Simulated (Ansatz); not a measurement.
Data:

Si2W:
```xyz
3
Lattice="-1.6060 1.6060 3.9034 1.6060 -1.6060 3.9034 1.6060 1.6060 -3.9034" Properties=species:S:1:pos:R:3 pbc="T T T"
Si     0.0000     0.0000     2.6138
Si     0.0000     0.0000     5.1929
W      0.0000     0.0000     0.0000
```

This is the r²SCAN-relaxed structure.

**Question.** All from the program Ansatz at the r²SCAN level (PAW), unless another level is named. Give the highest zone-centre frequency.

**Answer.** 455 cm^-1.

**Question.** Give the bulk modulus (Birch–Murnaghan fit).

**Answer.** 232 GPa.

Space group I4/mmm (MoSi2 or CaC2 type). Symmetry was held in the r²SCAN relaxation; of distortions, only those at the zone centre were tested. The run is not spin-polarised. As this level gives no gap, phonon frequencies hold no LO–TO term and depend on the k-mesh and smearing (Fermi–Dirac, 0.1 eV here). Scalar-relativistic: spin–orbit coupling is off unless named, which matters more the heavier the elements.

Potentials: the earlier of the program's two PAW sets.
